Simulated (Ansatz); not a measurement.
**Contact densities of TiN against volume**

```yaml
crystal:
  lattice:
    - [0.00000, 2.12200, 2.12200]
    - [2.12200, 0.00000, 2.12200]
    - [2.12200, 2.12200, 0.00000]
  atoms:
    - { symbol: Ti, position: [0.00000, 0.00000, 0.00000] }
    - { symbol: N, position: [0.50000, 0.50000, 0.50000] }
```

Atom numbers follow the list: Ti1, N2.

The cell is COD entry 1011099, as deposited and not checked against the literature; nothing was relaxed. It is an old determination, and later ones may differ.

Spin polarisation is left out, and whether a magnetic state lies lower isn't shown here.

The calculation used DFT, PBE, all-electron PAW with datasets made for the crystal, scalar-relativistic (Ansatz 0.2.0).

Settings: a Γ-centred 13×13×13 k mesh, Fermi–Dirac smearing of 0.05 eV, cutoff 400 eV (chosen by the program for this cell), no spin polarisation.

The contact density is the mean electron density over the nuclear volume; its changes follow the s electrons' response to bonding and compression. Changes below are taken from the unscaled cell, where it is 56831.7 e/Å³ at Ti1, 1415.02 e/Å³ at N2.

Volumes at which the program chose other datasets or cutoffs are left out.

The datasets are made afresh for each cell, so very small changes are uncertain.

Problem. Does compression raise or lower the contact density at N2?

Solution. It lowers it, by 0.06 e/Å³ over the whole range.

Problem. Tabulate the changes with volume.

Solution. 
| V/V(cell) | P (GPa) | Δρ(0) Ti1 (e/Å³) | Δρ(0) N2 (e/Å³) |
| --- | --- | --- | --- |
| 0.9600 | 13.0 | 0.42 | -0.06 |
| 0.9800 | 6.4 | 0.21 | -0.03 |
| 0.9900 | 3.4 | 0.10 | -0.02 |
| 1.0000 | 0.6 | 0.00 | 0.00 |
